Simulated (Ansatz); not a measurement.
The relaxed structure here is a generated cell of Y2Ge: the first start was made by a random draw of sites in a space group, and the end was not matched to a known phase here, so it may be hypothetical.

The start is a randomly generated symmetric cell of Y2Ge (space group No. 137). A full variable-cell relaxation at zero pressure is run with r2SCAN (plane waves to 500 eV, PAW, scalar-relativistic; Ansatz, a quantum-chemistry and plane-wave program). First-step values are on the input's coarse k-mesh.

Ansatz input (later rounds restart from its end on a renewed k-mesh):
Ansatz 0.2 input:
```yaml
crystal:
  lattice:
    - [4.4454979, 0, 0]
    - [0, 4.4454979, 0]
    - [0, 0, 8.0254835]
  atoms:
    - { symbol: Ge, position: [0, 0, 0.5] }
    - { symbol: Ge, position: [0.5, 0.5, 0] }
    - { symbol: Y, position: [0, 0.5, 0.16304512] }
    - { symbol: Y, position: [0, 0.5, 0.66304512] }
    - { symbol: Y, position: [0.5, 0, 0.33695488] }
    - { symbol: Y, position: [0.5, 0, 0.83695488] }
basis: { ecutwfc: 500, ecutrho_ratio: 4, xc_grid: 4, fft_grid_basis: typed }
kpoints: { mp_grid: { grid: [5, 5, 3] } }
hamiltonian:
  xc: r2scan
  dispersion: none
  pseudopotentials: { kind: paw }
scf: { occupations: { method: fermi_dirac, width: 0.05 } }
relax: { f_tol: 0.01, max_steps: 100, cell: { stress_tol: 0.02 } }
output: { forces: true, stress: true }
```

### Question
What is the largest force in the starting geometry, and on which atom (counted from 1)?

### Answer
About 1.8 eV/Å, on Y3, Y4, Y5, Y6 (atoms numbered as listed).

### Question
What symmetry does the relaxed structure have?

### Answer
The space group goes from P4₂/nmc (No. 137) to Fm-3m (No. 225); the end is anti-fluorite type, with 3 atoms in the primitive cell.

### Question
How much energy is released per atom?

### Answer
0.43 eV/atom.

### Question
How does the volume change?

### Answer
+3.5 %, from 26.43 to 27.36 Å³/atom.

### Question
How do the shortest distances between atoms change?

### Answer
The closest pairs of elements (up to four, under 3.6 Å), start → end: Ge–Y 2.58 → 2.99 Å; Y–Y 3.44 → 3.45 Å.

### Question
What band gap does the relaxed structure have at this level?

### Answer
Zero (metallic).

### Question
What does it relax into? Give the structure.

### Answer

```cif
data_Ge4Y8
_chemical_formula_sum 'Ge4 Y8'
_space_group_name_H-M_alt 'Fm-3m'
_space_group_IT_number 225
_space_group_name_Hall '-F 4 2 3'
_cell_length_a 6.89834
_cell_length_b 6.89834
_cell_length_c 6.89834
_cell_angle_alpha 90.000
_cell_angle_beta 90.000
_cell_angle_gamma 90.000
loop_
_atom_site_label
_atom_site_type_symbol
_atom_site_symmetry_multiplicity
_atom_site_Wyckoff_symbol
_atom_site_fract_x
_atom_site_fract_y
_atom_site_fract_z
_atom_site_occupancy
Ge1 Ge 4 b 0.50000 0.50000 0.50000 1
Y1 Y 8 c 0.25000 0.25000 0.25000 1
```
(The calculation used a cell of 3 atoms; values per cell refer to that cell.)

Final values are on a 12×12×12 k-mesh of the relaxed cell. No spin polarisation in the result.

The run could not lose the symmetry of its start: the end is stationary, and may be a saddle point rather than a minimum.
